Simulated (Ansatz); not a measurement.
ZnS (NiAs type, P6_3/mmc), PBE (plane waves, PAW; program Ansatz). The conduction-band minimum lies at K, with 2 equivalent valleys. Second derivatives d²E/dk² of the lowest band at one valley (eV·Å²), along Cartesian directions:

| direction | d²E/dk² |
|---|---|
| [100] | 25.59 |
| [010] | 25.59 |
| [001] | 37.28 |
| [110] | 25.59 |
| [101] | 31.45 |
| [011] | 31.45 |

Find the principal effective masses, the density-of-states mass and the conductivity mass.

Off-diagonal terms follow from H_xy = H[110] − (H_xx + H_yy)/2, and m*/mₑ = 7.620 eV·Å² over each eigenvalue: 0.20, 0.30, 0.30. One valley's DOS mass (m₁m₂m₃)^(1/3) = 0.26, conductivity mass 3/(Σ 1/mᵢ) = 0.26 mₑ.

What effective density of states Nc follows at 300 K for parabolic valleys?

Nc = 2.509e19 × 2 × (0.26)^(3/2) ≈ 6.7e18 cm⁻³.

The start of the workflow was typed in or built on a structure type; neither database checked (COD, Materials Project) lists it. It is not the phase usual at ambient conditions (space group No. 186, 216). The PBE relaxation kept the symmetry of its start; its stability against distortions is not shown here.

Potentials: the earlier of the program's two PAW sets.

Edges and masses are those of Kohn–Sham bands, whose gap is no quasiparticle gap.
